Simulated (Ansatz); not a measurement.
Computed with DFT PBE, scalar-relativistic, plane waves, PAW, and for the lanthanide a 4f-in-core norm-conserving potential, in Ansatz. Several structures of KNd2Sb3 from a search were relaxed, and the powder pattern of one of them was computed from 10° to 70° in 2θ (λ = 1.5406 Å).

Cu Kα1 powder pattern (kinematic, no thermal factors).
2θ (°) (relative intensity): 15.09 (19), 15.45 (28), 18.02 (1), 27.14 (68), 28.12 (100), 30.46 (2), 31.19 (7), 33.05 (41), 36.52 (5), 36.67 (7), 37.44 (30), 39.48 (80), 41.24 (2), 41.93 (4), 41.95 (2), 43.27 (38), 45.56 (1), 46.08 (5), 46.41 (7), 50.67 (4), 51.57 (4), 53.84 (1), 54.42 (2), 54.59 (8), 54.98 (10), 55.97 (9), 56.06 (14), 56.64 (8), 57.53 (2), 58.15 (7), 58.32 (1), 61.94 (7), 63.37 (19), 63.79 (19), 64.73 (3), 65.14 (1), 65.32 (9), 66.34 (2), 66.56 (10), 67.17 (10), 68.69 (1), 69.34 (5)

Problem. Which structure gives it?
A.

```cif
data_structure
_symmetry_space_group_name_H-M 'Pmm2'
_symmetry_Int_Tables_number 25
_cell_length_a 4.2780
_cell_length_b 4.3189
_cell_length_c 12.2096
_cell_angle_alpha 90.000
_cell_angle_beta 90.000
_cell_angle_gamma 90.000
_cell_volume 225.59
loop_
_atom_site_label
_atom_site_type_symbol
_atom_site_symmetry_multiplicity
_atom_site_Wyckoff_symbol
_atom_site_fract_x
_atom_site_fract_y
_atom_site_fract_z
_atom_site_occupancy
K1 K 1 d 0.50000 0.50000 0.31634 1
Nd1 Nd 1 b 0.00000 0.50000 0.98008 1
Nd2 Nd 1 a 0.00000 0.00000 0.65819 1
Sb1 Sb 1 c 0.50000 0.00000 0.85753 1
Sb2 Sb 1 c 0.50000 0.00000 0.09459 1
Sb3 Sb 1 d 0.50000 0.50000 0.59327 1
```

B.

```cif
data_structure
_symmetry_space_group_name_H-M 'Immm'
_symmetry_Int_Tables_number 71
_cell_length_a 5.4164
_cell_length_b 6.5667
_cell_length_c 11.7298
_cell_angle_alpha 90.000
_cell_angle_beta 90.000
_cell_angle_gamma 90.000
_cell_volume 417.20
loop_
_atom_site_label
_atom_site_type_symbol
_atom_site_symmetry_multiplicity
_atom_site_Wyckoff_symbol
_atom_site_fract_x
_atom_site_fract_y
_atom_site_fract_z
_atom_site_occupancy
K1 K 2 a 0.00000 0.00000 0.00000 1
Nd1 Nd 4 i 0.00000 0.00000 0.66536 1
Sb1 Sb 4 j 0.50000 0.00000 0.79182 1
Sb2 Sb 2 d 0.00000 0.50000 0.00000 1
```

C.

```cif
data_structure
_symmetry_space_group_name_H-M 'P-3m1'
_symmetry_Int_Tables_number 164
_cell_length_a 4.4356
_cell_length_b 4.4356
_cell_length_c 12.6692
_cell_angle_alpha 90.000
_cell_angle_beta 90.000
_cell_angle_gamma 120.000
_cell_volume 215.86
loop_
_atom_site_label
_atom_site_type_symbol
_atom_site_symmetry_multiplicity
_atom_site_Wyckoff_symbol
_atom_site_fract_x
_atom_site_fract_y
_atom_site_fract_z
_atom_site_occupancy
K1 K 1 a 0.00000 0.00000 0.00000 1
Nd1 Nd 2 d 0.33333 0.66667 0.65260 1
Sb1 Sb 2 d 0.33333 0.66667 0.19944 1
Sb2 Sb 1 b 0.00000 0.00000 0.50000 1
```

Solution. B. Its strongest line, at 2θ = 28.12°, has d = λ/(2 sin θ) = 3.170 Å and is the (1 0 3) reflection of the conventional Immm cell with a = 5.416 Å, b = 6.567 Å, c = 11.730 Å. The others have their strongest lines at 27.1° (P-3m1); 30.3° (Pmm2). In energy it lies 25 meV/atom above the lowest of those shown.

These are computed cells and needn't be stable.

The lanthanide is trivalent by construction, without f bands, f moments or other valences.
